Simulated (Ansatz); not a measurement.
The cell is SrMg₃O₄, ordered on the rocksalt lattice (I4/mmm) with 8 atoms a cell; cell and atoms were relaxed with r2SCAN. Around Mg lie 6 O at 2.19–2.32 Å; around O lie 4 Mg at 2.19–2.31 Å and 2 Sr at 2.31 Å; around Mg lie 6 O at 1.99–2.31 Å; around O lie 5 Mg at 1.99–2.32 Å and 1 Sr at 2.40 Å; around Sr lie 6 O at 2.31–2.40 Å.

Space group I4/mmm (No. 139). a = 4.624 Å, b = 4.624 Å, c = 8.765 Å, α = 90.00°, β = 90.00°, γ = 90.00°

| atom | site | symmetry | x | y | z |
| --- | --- | --- | --- | --- | --- |
| Mg | 4d | -4m2 | 0.0000 | 0.5000 | 0.2500 |
| O | 4c | mmm. | 0.0000 | 0.5000 | 0.0000 |
| Mg | 2a | 4/mmm | 0.0000 | 0.0000 | 0.0000 |
| O | 4e | 4mm | 0.5000 | 0.5000 | 0.2732 |
| Sr | 2b | 4/mmm | 0.5000 | 0.5000 | 0.0000 |

4 runs of Ansatz on this cell differ in the functional (and in the settings that go with it). Levels are in eV from each run's valence top; v1 is the last filled band, c1 the first empty one.

Run A, mean stress -0.6 GPa (compression positive):
```tsv
point	v2	v1	c1	c2
Γ	-0.02	-0.02	5.06	8.04
X	-1.04	-1.00	8.69	9.35
P	-1.00	-0.97	8.79	9.18
```

Run B, mean stress 0.0 GPa (compression positive):
```tsv
point	v2	v1	c1	c2
Γ	-0.03	-0.03	3.45	6.26
X	-1.16	-1.09	6.99	7.55
P	-1.09	-0.99	7.07	7.42
```

Run C, mean stress +3.5 GPa (compression positive):
```tsv
point	v2	v1	c1	c2
Γ	-0.03	-0.03	2.67	5.58
X	-1.15	-1.08	6.20	6.75
P	-1.08	-0.98	6.28	6.63
```

Run D, mean stress -0.7 GPa (compression positive):
```tsv
point	v2	v1	c1	c2
Γ	-0.03	-0.03	4.33	7.29
X	-1.04	-0.99	7.94	8.59
P	-0.99	-0.97	8.04	8.42
```

Task: Match the runs to PBE, r2SCAN, HSE06, PBE0.

Result: A is PBE0, B is r2SCAN, C is PBE, D is HSE06. In order of the gap: PBE 2.67, r2SCAN 3.45, HSE06 4.33, PBE0 5.06 eV. The stress vanishes for r2SCAN, which relaxed the cell.

No spin polarisation and no zero-point or thermal motion; the cell was built from a prototype and may be hypothetical.

The runs are scalar-relativistic, without spin-orbit coupling.

The stress of a hybrid is loosely converged in these runs.

The meshes of the hybrids are coarse, so their gaps aren't converged to the digits shown.
